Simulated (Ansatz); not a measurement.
Polymorphs and borrowed structures of ZrSnI₆

ZrSnI₆ was placed in 6 structures, borrowed from other compounds or built from prototypes, and relaxed with PBEsol and then r2SCAN+rVV10 in Ansatz 0.2.0, symmetry kept. Energies are static, from a final single point; gaps are the least over its mesh and special points. No spin polarisation and no zero-point or thermal terms; whether a cell exists isn't addressed.

| start | ends in | volume (Å³/atom) | energy, r2SCAN+rVV10 (meV/atom) | gap, r2SCAN+rVV10 (eV) | shaken (PBEsol) |
| --- | --- | --- | --- | --- | --- |
| AlSiNi6 type (No. 123) | P4/mmm | 33.78 | 912 | metal | falls 747 meV |
| LaAlH6 type (No. 166) | R-3m | 61.09 | 75 | 1.52 | falls 4 meV |
| MgTiF6 type (No. 148) | R-3 | 39.43 | 0 | 1.20 | returns (8 atoms) |
| TiCuF6 type (No. 2) | R-3 | 39.49 | 0 | 1.20 | returns (8 atoms) |
| MgZrF6 type (No. 225) | Fm-3m | 53.03 | 169 | 1.84 | falls 116 meV |
| KCrF6 type (No. 148) | R-3 | 39.49 | 0 | 1.20 | returns (8 atoms) |

Energies count from the lowest cell; the last column tells what a randomly displaced small cell does when relaxed without symmetry, which tests only the distortions that fit it.

Of the symmetric cells the lowest is the one started from MgTiF6 type (No. 148), which ends in R-3 (No. 148), 75 meV an atom below the next (LaAlH6 type (No. 166)). With PBEsol some shaken cells land within 15 meV an atom of the lowest symmetric one. Other structures, not tried here, could lie lower.

The start from TiCuF6 type (No. 2), KCrF6 type (No. 148) relaxes into the same structure as MgTiF6 type (No. 148). The cells shaken are PBEsol's, whose volumes can differ from those tabled by ten per cent. The falls are PBEsol's, in meV an atom on the shaken cell's own mesh; a cell that falls isn't a minimum, and its place in the table may change once it distorts.

The cells in order of energy (the first three):
- MgTiF6 type (No. 148): R-3, 39.43 Å³ an atom. Around Zr lie 6 I at 2.86 Å; around Sn lie 6 I at 3.16 Å; around I lie 1 Zr at 2.86 Å and 1 Sn at 3.16 Å.
- LaAlH6 type (No. 166): R-3m, 61.09 Å³ an atom. Zr is surrounded by 6 I at 2.88 Å; Sn is surrounded by 6 I at 3.16 Å; I is surrounded by 1 Zr at 2.88 Å and 1 Sn at 3.16 Å.
- MgZrF6 type (No. 225): Fm-3m, 53.03 Å³ an atom. Zr is surrounded by 6 I at 2.85 Å; Sn is surrounded by 6 I at 3.11 Å; I is surrounded by 1 Zr at 2.85 Å and 1 Sn at 3.11 Å.

The lowest symmetric cell:
```xyz
8
Lattice="3.6775 2.1232 6.7330 -3.6775 2.1232 6.7330 0.0000 -4.2464 6.7330" Properties=species:S:1:pos:R:3 pbc="T T T"
Zr    0.0000    0.0000   10.0995
Sn    0.0000    0.0000    0.0000
I    -1.3069    1.9687   11.7166
I     2.3584    0.1474   11.7166
I     1.0515    2.1161    8.4824
I    -2.3584   -0.1474    8.4824
I     1.3069   -1.9687    8.4824
I    -1.0515   -2.1161   11.7166
```

Spin-orbit coupling is left out, which matters wherever the heavy atoms make up the band edges.

For some runs the program warns that the potential is rough where the density is thin, which bears on the empty states there.
